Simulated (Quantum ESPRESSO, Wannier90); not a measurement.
## RbCdF3 (cubic perovskite), plane waves to Wannier functions

Cell from Materials Project (mp-6951), symmetrised, no further relaxation. Not found in the COD (Crystallography Open Database) copy used; not checked further. Computed values, not measurements, from PBEsol: Quantum ESPRESSO (norm-conserving PseudoDojo potentials, cutoff 82 Ry, no spin polarisation, no spin-orbit coupling) on a Γ-centred 6×6×6 mesh, then Wannier90. Density: 8×8×8 mesh, cold smearing 0.01 Ry.

On the energy scale of pw.x, whose zero is arbitrary, the valence-band maximum lies at 4.32 eV.

Input w.win:

```
num_bands = 17
num_wann = 17
exclude_bands = 1-5,9-11,26-42
num_iter = 1000
conv_tol = 1.0e-6
conv_window = 4
write_hr = true
write_u_matrices = true
auto_projections = true
begin unit_cell_cart
ang
    4.4249800000    0.0000000000    0.0000000000
    0.0000000000    4.4249800000    0.0000000000
    0.0000000000    0.0000000000    4.4249800000
end unit_cell_cart
begin atoms_frac
Rb   0.0000000000  0.0000000000  0.0000000000
Cd   0.5000000000  0.5000000000  0.5000000000
F    0.0000000000  0.5000000000  0.5000000000
F    0.5000000000  0.0000000000  0.5000000000
F    0.5000000000  0.5000000000  0.0000000000
end atoms_frac
mp_grid = 6 6 6
begin kpoints
0.0000000000 0.0000000000 0.0000000000
0.0000000000 0.0000000000 0.1666666667
0.0000000000 0.0000000000 0.3333333333
... (213 more lines: the 6x6x6 mesh through Gamma)
end kpoints
```

Input of pw2wannier90.x that gives the overlap and projection files (equivalent; here they were cut from one run over all bands):

```
&inputpp
  outdir = './out'
  prefix = 'pwscf'
  seedname = 'w'
  write_amn = .true.
  write_mmn = .true.
  scdm_proj = .true.
  scdm_entanglement = 'isolated'
/
```

Output w.wout (banner and timings cut):

```
                                    ------
                                    SYSTEM
                                    ------

                              Lattice Vectors (Ang)
                    a_1     4.424980   0.000000   0.000000
                    a_2     0.000000   4.424980   0.000000
                    a_3     0.000000   0.000000   4.424980

                   Unit Cell Volume:      86.64309  (Ang^3)

                        Reciprocal-Space Vectors (Ang^-1)
                    b_1     1.419935   0.000000   0.000000
                    b_2     0.000000   1.419935   0.000000
                    b_3     0.000000   0.000000   1.419935

 *----------------------------------------------------------------------------*
 |   Site       Fractional Coordinate          Cartesian Coordinate (Ang)     |
 +----------------------------------------------------------------------------+
 | rb   1   0.00000   0.00000   0.00000   |    0.00000   0.00000   0.00000    |
 | cd   1   0.50000   0.50000   0.50000   |    2.21249   2.21249   2.21249    |
 | f    1   0.00000   0.50000   0.50000   |    0.00000   2.21249   2.21249    |
 | f    2   0.50000   0.00000   0.50000   |    2.21249   0.00000   2.21249    |
 | f    3   0.50000   0.50000   0.00000   |    2.21249   2.21249   0.00000    |
 *----------------------------------------------------------------------------*
                                ------------
                                K-POINT GRID
                                ------------

             Grid size =  6 x  6 x  6      Total points =  216

 *---------------------------------- MAIN ------------------------------------*
 |  Number of Wannier Functions               :                17             |
 |  Number of Objective Wannier Functions     :                17             |
 |  Number of input Bloch states              :                17             |
 |  Output verbosity (1=low, 5=high)          :                 1             |
 |  Timing Level (1=low, 5=high)              :                 1             |
 |  Optimisation (0=memory, 3=speed)          :                 3             |
 |  Length Unit                               :               Ang             |
 |  Post-processing setup (write *.nnkp)      :                 F             |
 |  Using Gamma-only branch of algorithms     :                 F             |
 *----------------------------------------------------------------------------*
 *------------------------------- WANNIERISE ---------------------------------*
 |  Total number of iterations                :              1000             |
 |  Number of CG steps before reset           :                 5             |
 |  Trial step length for line search         :             2.000             |
 |  Convergence tolerence                     :         0.100E-05             |
 |  Convergence window                        :                 4             |
 |  Iterations between writing output         :                 1             |
 |  Iterations between backing up to disk     :               100             |
 |  Write r^2_nm to file                      :                 F             |
 |  Write xyz WF centres to file              :                 F             |
 |  Write on-site energies <0n|H|0n> to file  :                 F             |
 |  Use guiding centre to control phases      :                 F             |
 |  Use phases for initial projections        :                 F             |
 *----------------------------------------------------------------------------*
 *-------------------------------- PLOTTING ----------------------------------*
 |  Plotting Hamiltonian in WF basis          :                 T             |
 *----------------------------------------------------------------------------*

 *---------------------------------- K-MESH ----------------------------------*
 +----------------------------------------------------------------------------+
 |                    Distance to Nearest-Neighbour Shells                    |
 |                    ------------------------------------                    |
 |          Shell             Distance (Ang^-1)          Multiplicity         |
 |          -----             -----------------          ------------         |
 |             1                   0.236656                      6            |
 |             2                   0.334682                     12            |
 |             3                   0.409900                      8            |
 |             4                   0.473312                      6            |
 |             5                   0.529179                     24            |
 |             6                   0.579686                     24            |
 |             7                   0.669364                     12            |
 |             8                   0.709968                     30            |
       ... (lines left out)
 +----------------------------------------------------------------------------+
 | The b-vectors are chosen automatically                                     |
 | The following shells are used:                       1                     |
 +----------------------------------------------------------------------------+
 |                        Shell   # Nearest-Neighbours                        |
 |                        -----   --------------------                        |
 |                          1               6                                 |
 +----------------------------------------------------------------------------+
 | Completeness relation is fully satisfied [Eq. (B1), PRB 56, 12847 (1997)]  |
 +----------------------------------------------------------------------------+
 |                  b_k Vectors (Ang^-1) and Weights (Ang^2)                  |
 |                  ----------------------------------------                  |
 |            No.         b_k(x)      b_k(y)      b_k(z)        w_b           |
 |            ---        --------------------------------     --------        |
 |             1         0.000000    0.000000    0.236656     8.927614        |
 |             2         0.000000    0.236656    0.000000     8.927614        |
 |             3         0.236656    0.000000    0.000000     8.927614        |
 |             4         0.000000    0.000000   -0.236656     8.927614        |
 |             5         0.000000   -0.236656    0.000000     8.927614        |
 |             6        -0.236656    0.000000    0.000000     8.927614        |
 +----------------------------------------------------------------------------+
 |                           b_k Directions (Ang^-1)                          |
 |                           -----------------------                          |
 |            No.           x           y           z                         |
 |            ---        --------------------------------                     |
 |             1         0.000000    0.000000    0.236656                     |
 |             2         0.000000    0.236656    0.000000                     |
 |             3         0.236656    0.000000    0.000000                     |
 +----------------------------------------------------------------------------+

 Starting a new Wannier90 calculation ...

 Reading overlaps from w.mmn

 Reading projections from w.amn

 *------------------------------- WANNIERISE ---------------------------------*
 +--------------------------------------------------------------------+<-- CONV
 | Iter  Delta Spread     RMS Gradient      Spread (Ang^2)            |<-- CONV
 +--------------------------------------------------------------------+<-- CONV

 ------------------------------------------------------------------------------
 Initial State
  WF centre and spread    1  (  2.010100, -0.026609, -2.000040 )     0.56162067
  WF centre and spread    2  (  0.026410, -2.010552,  1.999976 )     0.56081754
  WF centre and spread    3  ( -2.010012,  2.000075, -0.026940 )     0.56180896
  WF centre and spread    4  (  0.016444,  1.971122,  2.105157 )     0.60579641
  WF centre and spread    5  ( -1.970771, -0.016656, -2.105268 )     0.60537383
  WF centre and spread    6  (  1.970982,  2.105505, -0.016120 )     0.60392349
  WF centre and spread    7  ( -2.188856, -2.000456, -0.214825 )     0.58512706
  WF centre and spread    8  ( -2.236116, -0.215783,  1.999394 )     0.59387296
  WF centre and spread    9  (  0.213714, -2.188349, -1.998160 )     0.58290823
  WF centre and spread   10  ( -0.260143, -2.198897, -2.102790 )     0.64642670
  WF centre and spread   11  ( -2.199588, -2.105638,  0.258930 )     0.64362467
  WF centre and spread   12  ( -2.224740,  0.262587,  2.103122 )     0.66133679
  WF centre and spread   13  (  2.213049, -2.212702,  2.211418 )     0.59692895
  WF centre and spread   14  ( -2.212470, -2.212788, -2.213249 )     0.60978473
  WF centre and spread   15  ( -2.213721,  2.212853, -2.212744 )     0.64160004
  WF centre and spread   16  ( -2.212098,  2.212432,  2.213719 )     0.63579107
  WF centre and spread   17  (  2.214043, -2.212635, -2.212439 )     0.62133267
  Sum of centres and spreads (-11.063776, -6.636492, -2.210860 )    10.31807478

      0     0.103E+02     0.0000000000       10.3180747044  <-- CONV
        O_D=      0.0022164 O_OD=      1.3773034 O_TOT=     10.3180747 <-- SPRD
 ------------------------------------------------------------------------------
      1    -0.142E+00     0.1872020054       10.1758833593  <-- CONV
        O_D=      0.0039186 O_OD=      1.2334099 O_TOT=     10.1758834 <-- SPRD
      2    -0.579E-01     0.1777354856       10.1180186574  <-- CONV
        O_D=      0.0019569 O_OD=      1.1775069 O_TOT=     10.1180187 <-- SPRD
      3    -0.263E-01     0.1849579608       10.0916863879  <-- CONV
        O_D=      0.0008114 O_OD=      1.1523201 O_TOT=     10.0916864 <-- SPRD
      4    -0.157E-01     0.1443738449       10.0759950794  <-- CONV
        O_D=      0.0007646 O_OD=      1.1366756 O_TOT=     10.0759951 <-- SPRD
      5    -0.957E-02     0.1081521075       10.0664288447  <-- CONV
        O_D=      0.0004918 O_OD=      1.1273821 O_TOT=     10.0664288 <-- SPRD
       ... (lines left out)
    100    -0.239E-04     0.0051101073       10.0426058104  <-- CONV
        O_D=      0.0000124 O_OD=      1.1040385 O_TOT=     10.0426058 <-- SPRD
       ... (lines left out)
    200    -0.162E-05     0.0013198812       10.0418241763  <-- CONV
        O_D=      0.0000104 O_OD=      1.1032589 O_TOT=     10.0418242 <-- SPRD
       ... (lines left out)
    222    -0.944E-06     0.0010163982       10.0417942402  <-- CONV
        O_D=      0.0000104 O_OD=      1.1032290 O_TOT=     10.0417942 <-- SPRD
    223    -0.909E-06     0.0012618279       10.0417933312  <-- CONV
        O_D=      0.0000103 O_OD=      1.1032281 O_TOT=     10.0417933 <-- SPRD
    224    -0.910E-06     0.0009880150       10.0417924216  <-- CONV
        O_D=      0.0000103 O_OD=      1.1032272 O_TOT=     10.0417924 <-- SPRD
             <<<     Delta < 1.000E-06  over  4 iterations     >>>
             <<< Wannierisation convergence criteria satisfied >>>
 Final State
  WF centre and spread    1  (  2.020248, -0.034953, -2.013986 )     0.58258025
  WF centre and spread    2  (  0.035091, -2.020249,  2.013984 )     0.58257229
  WF centre and spread    3  ( -2.020324,  2.013988, -0.035472 )     0.58261754
  WF centre and spread    4  (  0.027086,  1.964097,  2.095686 )     0.58639337
  WF centre and spread    5  ( -1.964115, -0.027011, -2.095650 )     0.58637243
  WF centre and spread    6  (  1.964066,  2.095764, -0.027096 )     0.58636346
  WF centre and spread    7  ( -2.181120, -2.013914, -0.216247 )     0.58466996
  WF centre and spread    8  ( -2.243912, -0.216667,  2.014301 )     0.58471917
  WF centre and spread    9  (  0.216501, -2.181076, -2.014160 )     0.58471271
  WF centre and spread   10  ( -0.279367, -2.188144, -2.095501 )     0.58917784
  WF centre and spread   11  ( -2.187921, -2.095874,  0.279508 )     0.58916636
  WF centre and spread   12  ( -2.236850,  0.279276,  2.095293 )     0.58917704
  WF centre and spread   13  (  2.212538, -2.212461,  2.212522 )     0.57917755
  WF centre and spread   14  ( -2.212529, -2.212538, -2.212570 )     0.59338080
  WF centre and spread   15  ( -2.212462,  2.212586, -2.212502 )     0.62145386
  WF centre and spread   16  ( -2.212540,  2.212284,  2.212698 )     0.61514124
  WF centre and spread   17  (  2.212511, -2.212574, -2.212646 )     0.60411662
  Sum of centres and spreads (-11.063099, -6.637467, -2.211837 )    10.04179249

         Spreads (Ang^2)       Omega I      =     8.938554874
        ================       Omega D      =     0.000010312
                               Omega OD     =     1.103227236
    Final Spread (Ang^2)       Omega Total  =    10.041792422
```
